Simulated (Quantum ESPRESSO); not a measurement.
pw.x input (Quantum ESPRESSO 7.5; PBEsol, PseudoDojo standard norm-conserving files, scalar-relativistic):

```
&CONTROL
  calculation = 'scf'
  pseudo_dir = './pseudo'
  outdir = './out'
  tprnfor = .true.
  tstress = .true.
/
&SYSTEM
  ibrav = 0
  nat = 3
  ntyp = 2
  ecutwfc = 72.0
  ecutrho = 288.0
  occupations = 'smearing'
  smearing = 'fd'
  degauss = 0.005
  nbnd = 18
/
&ELECTRONS
  conv_thr = 3e-10
/
ATOMIC_SPECIES
H 1.0080 H.upf
Ta 180.9479 Ta.upf
CELL_PARAMETERS angstrom
  1.720495000000  -2.371470000000   0.000000000000
  1.720495000000   2.371470000000   0.000000000000
  0.000000000000   0.000000000000   4.758570000000
ATOMIC_POSITIONS crystal
H   0.000000000000   0.000000000000   0.000000000000
Ta  -0.000000000000   0.500000000000   0.264570000000
Ta   0.500000000000   0.000000000000   0.735430000000
K_POINTS automatic
16 16 10 0 0 0
```

End of the output:

```
     total energy              =    -261.51839611 Ry
     estimated scf accuracy    <       0.00000042 Ry
     total energy              =    -261.51839620 Ry
     estimated scf accuracy    <          3.2E-09 Ry
     total energy              =    -261.51839620 Ry
     estimated scf accuracy    <          1.0E-09 Ry
[...]
     the Fermi energy is    17.3564 ev
!    total energy              =    -261.51839620 Ry
     estimated scf accuracy    <          1.5E-10 Ry
     smearing contrib. (-TS)   =      -0.00170134 Ry
     internal energy E=F+TS    =    -261.51669486 Ry
     The total energy is F=E-TS. E is the sum of the following terms:
     one-electron contribution =     -36.97189126 Ry
     hartree contribution      =      30.56538317 Ry
     xc contribution           =     -59.53108653 Ry
     ewald contribution        =    -195.57910025 Ry
     convergence has been achieved in   9 iterations
     Forces acting on atoms (cartesian axes, Ry/au):
     atom    1 type  1   force =     0.00000000    0.00000000    0.00000000
     atom    2 type  2   force =     0.00000000    0.00000000    0.00013031
     atom    3 type  2   force =     0.00000000    0.00000000   -0.00013031
     Total force =     0.000184     Total SCF correction =     0.000098
     SCF correction compared to forces is large: reduce conv_thr to get better values
     Computing stress (Cartesian axis) and pressure
          total   stress  (Ry/bohr**3)                   (kbar)     P=      -41.68
  -0.00037292   0.00000000   0.00000000          -54.86        0.00        0.00
   0.00000000  -0.00025349   0.00000000            0.00      -37.29        0.00
   0.00000000   0.00000000  -0.00022351            0.00        0.00      -32.88
```

Spin-orbit coupling is not included.

Geometry of the Materials Project entry, not relaxed at this level.
